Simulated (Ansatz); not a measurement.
InP:
```
InP
1.0
    3.38724     0.00000     0.00000
    0.00000     3.38724     0.00000
    0.00000     0.00000     3.38724
In P
1 1
Direct
  0.00000   0.00000   0.00000
  0.50000   0.50000   0.50000
```

Relaxed with PBEsol. Special points in fractions of this cell's reciprocal vectors: Γ (0.000, 0.000, 0.000); X (0.000, 0.500, 0.000); M (0.500, 0.500, 0.000); R (0.500, 0.500, 0.500).

List the band energies nearest the Fermi level at these points for PBEsol with spin–orbit coupling in the plane-wave PAW code Ansatz.

In eV from the Fermi level; about four levels below and three above (degenerate sets whole), none deeper than 8.9 eV; … stands for higher levels left out; points with the same levels are listed once.

| k | below | above |
|---|---|---|
| Γ | -0.91 -0.91 -0.91 -0.91 | 4.58 4.58 4.58 4.58 |
| X | -7.87 -7.87 | 0.79 0.79 0.85 0.85 |
| M | -5.14 -5.14 -3.90 -3.90 | 1.21 1.21 6.68 6.68 |
| R | -0.32 -0.32 -0.32 -0.32 | … |

Space group Pm-3m (CsCl type). The cell is a constructed one: a structure type filled with these elements; neither database checked (COD, Materials Project) lists it. It is not the phase usual at ambient conditions (space group No. 216). Symmetry was held in the PBEsol relaxation; whether a distortion lowers the energy is not shown.

Potentials: the earlier of the program's two PAW sets. The files were generated under PBE; for other functionals the program regenerates the frozen cores, and for LDA and PBEsol the local potential too.
